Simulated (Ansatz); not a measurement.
# Structure search: one Al₂P candidate

Computed with Ansatz, DFT PBE, scalar-relativistic, plane waves, PAW. Cutoff 420 eV, Gaussian smearing, Γ-centred meshes. Cell and atoms relax first on a coarse mesh and then on a finer one. In between, the cell is made exact in the group found at 0.06 Å. In metals the finer mesh still leaves noise of several meV/atom or more. The steps can't lower the symmetry of their start. No spin polarisation.

The guess for Al₂P was made by a generator: random cell by space group and Wyckoff sites (Pmmm, No. 47). Lengths were set from tabulated atomic sizes, so they are only a guess.

```xyz
3
Lattice="2.7676 0.0000 0.0000 0.0000 3.8838 0.0000 0.0000 0.0000 5.8183" Properties=species:S:1:pos:R:3 pbc="T T T"
Al    1.3838    0.0000    1.1473
Al    1.3838    0.0000    4.6710
P     1.3838    1.9419    2.9091
```

Energies over the elements count from the elements' standard structures at the same level, with no fitted energy shifts. The references include black phosphorus.

Problem. What does it relax into?

Solution. The symmetry stays Pmmm (No. 47). The volume per atom shrinks by 3.0 %, from 20.8 to 20.2 Å³. The shortest distance goes from 2.29 Å (Al–Al) to 2.48 Å (Al–P). The energy falls by about 0.21 eV/atom (the start's value is from the coarse mesh). Conventional cell: a = 2.756 Å, b = 3.642 Å, c = 6.041 Å. Al is surrounded by 2 P at 2.48 Å and 3 Al at 2.69–2.76 Å; around P lie 4 Al at 2.48 Å and 2 P at 2.76 Å.

```cif
data_structure
_symmetry_space_group_name_H-M 'Pmmm'
_symmetry_Int_Tables_number 47
_cell_length_a 2.7563
_cell_length_b 3.6420
_cell_length_c 6.0405
_cell_angle_alpha 90.000
_cell_angle_beta 90.000
_cell_angle_gamma 90.000
_cell_volume 60.64
loop_
_atom_site_label
_atom_site_type_symbol
_atom_site_symmetry_multiplicity
_atom_site_Wyckoff_symbol
_atom_site_fract_x
_atom_site_fract_y
_atom_site_fract_z
_atom_site_occupancy
Al1 Al 2 s 0.50000 0.00000 0.22248 1
P1 P 1 h 0.50000 0.50000 0.50000 1
```

Problem. Give its energy and gap.

Solution. The energy over the elements is +0.18 eV/atom. The gap on the 18×12×8 mesh of the 3-atom cell is 0 eV (a metal).

The separate elements lie lower, so it is unstable against them.

The last run used Gaussian smearing of 0.10 eV. An odd number of electrons in the primitive cell allows no gap without spin; a larger cell or a magnetic state could open one. The cell is a metal run without spin; a magnetic state may lie lower. The reference form of P is held partly by dispersion forces, which this level lacks. Symmetry constrained the relaxation, so the result can be a saddle point. In all, the 3 runs took 61 s on 1 thread of Intel(R) Xeon(R) 6975P-C (Granite Rapids) (shared host).
